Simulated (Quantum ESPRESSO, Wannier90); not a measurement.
**Li$_{3}$BrO (anti-perovskite), plane waves to Wannier functions**

```xyz
5
Lattice="3.9486 0.0000 0.0000 0.0000 3.9486 0.0000 0.0000 0.0000 3.9486" Properties=species:S:1:pos:R:3 pbc="T T T"
Li     1.9743     0.0000     0.0000
Li     0.0000     1.9743     0.0000
Li     0.0000     0.0000     1.9743
Br     1.9743     1.9743     1.9743
O      0.0000     0.0000     0.0000
```

Materials Project entry mp-28593; symmetrised, unrelaxed at this level. COD (Crystallography Open Database) has an entry of this formula and space group (matched by these alone). Computed values, not measurements, from PBEsol: Quantum ESPRESSO (norm-conserving PseudoDojo potentials, cutoff 68 Ry, no spin polarisation, no spin-orbit coupling) on a Γ-centred 6×6×6 mesh, then Wannier90. Density: 8×8×8 mesh, Gaussian smearing 0.01 Ry. Spin-orbit coupling, left out, would split the p-like bands by a few tenths of an eV.

Band 4 is isolated and gives one Wannier function a cell (O5 2s 76 %, Br4 4s 8 %, Li3 2s 5 %; spread 2.13 Å²). Its on-site energy is ε = -14.928 eV relative to the valence-band maximum, and its hoppings t(R) = t(−R) to the nearer images are (images within this range that aren't listed have |t| under 5 meV):

```csv
R (lattice vectors; −R alike),distance (Å),t (eV)
0 0 1,3.95,-0.018
0 1 0,3.95,-0.018
1 0 0,3.95,-0.018
0 1 -1,5.58,-0.014
0 1 1,5.58,-0.014
1 -1 0,5.58,-0.014
1 0 -1,5.58,-0.014
1 0 1,5.58,-0.014
1 1 0,5.58,-0.014
1 -1 -1,6.84,-0.006
1 -1 1,6.84,-0.006
1 1 -1,6.84,-0.006
1 1 1,6.84,-0.006
```

Question: Work out the band energy at Γ, X, M, R from these numbers.

Answer: For one orbital E(k) = ε + Σ_R 2 t(R) cos(2π k·R), the sum over the listed R.
- Γ, k = (0.000, 0.000, 0.000): E = -14.928 + (-0.018)·(6.00) + (-0.014)·(12.00) + (-0.006)·(8.00) = -15.25 eV; pw.x: -15.20 eV
- X, k = (0.000, 0.500, 0.000): E = -14.928 + (-0.018)·(2.00) + (-0.014)·(-4.00) + (-0.006)·(-8.00) = -14.86 eV; pw.x: -14.83 eV
- M, k = (0.500, 0.500, 0.000): E = -14.928 + (-0.018)·(-2.00) + (-0.014)·(-4.00) + (-0.006)·(8.00) = -14.88 eV; pw.x: -14.89 eV
- R, k = (0.500, 0.500, 0.500): E = -14.928 + (-0.018)·(-6.00) + (-0.014)·(12.00) + (-0.006)·(-8.00) = -14.94 eV; pw.x: -14.95 eV

At these points the listed shells miss the plane-wave band by up to 0.06 eV, of a width of 0.36 eV on the path. With all its hoppings the model misses the band by 6.4 meV at worst on the whole path, so most of the miss comes from the hoppings not listed.
